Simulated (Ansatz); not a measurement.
Here is the system:

GaGe5Si26:
```cif
data_Ga2Ge10Si52
_chemical_formula_sum 'Ga2 Ge10 Si52'
_space_group_name_H-M_alt 'C2'
_space_group_IT_number 5
_space_group_name_Hall 'C 2y'
_cell_length_a 15.61582
_cell_length_b 11.02821
_cell_length_c 11.03426
_cell_angle_alpha 90.000
_cell_angle_beta 134.960
_cell_angle_gamma 90.000
loop_
_atom_site_label
_atom_site_type_symbol
_atom_site_symmetry_multiplicity
_atom_site_Wyckoff_symbol
_atom_site_fract_x
_atom_site_fract_y
_atom_site_fract_z
_atom_site_occupancy
Ga1 Ga 2 a 0.00000 0.24873 0.00000 1
Ge1 Ge 2 b 0.50000 0.74897 0.50000 1
Ge2 Ge 2 a 0.00000 0.75108 0.00000 1
Ge3 Ge 2 b 0.50000 0.25095 0.50000 1
Ge4 Ge 4 c 0.00088 0.49978 0.25063 1
Si1 Si 4 c 0.12792 0.62489 0.00415 1
Si2 Si 4 c 0.37127 0.12556 0.49530 1
Si3 Si 4 c 0.37381 0.62365 0.00077 1
Si4 Si 4 c 0.12567 0.12378 0.49803 1
Si5 Si 4 c 0.00091 0.00012 0.75099 1
Si6 Si 4 c 0.12843 0.37414 0.25208 1
Si7 Si 4 c 0.12795 0.37431 0.75263 1
Si8 Si 4 c 0.12564 0.87724 0.25231 1
Si9 Si 4 c 0.37360 0.37646 0.24672 1
Si10 Si 4 c 0.25020 0.24901 0.00002 1
Si11 Si 4 c 0.25026 0.25108 0.50035 1
Si12 Si 4 c 0.24846 0.00015 0.74743 1
Si13 Si 4 c 0.24884 0.99997 0.24785 1
```
(The calculation used a cell of 32 atoms; values per cell refer to that cell.)

This is the PBE-relaxed structure.

### Question
All from PBE in the plane-wave PAW code Ansatz, unless another level is named. Estimate the electronic character.

### Answer
metallic (no gap).

### Question
Next, the density of states at the Fermi level?

### Answer
0.13 states/eV per atom (mean over ±0.08 eV).

### Question
Next, the formation energy from the elements (no fitted shifts)?

### Answer
0.030 eV/atom.

The start of the workflow was typed in or built on a structure type; neither database checked (COD, Materials Project) lists it. Its standing as an ambient phase is unchecked. Symmetry was held in the PBE relaxation; its stability against distortions is not shown here. The references are the lowest solids computed at this level, not always the standard phases. Scalar-relativistic: spin–orbit coupling is off unless named, which matters more the heavier the elements.

Potentials: the later of the program's two PAW sets.
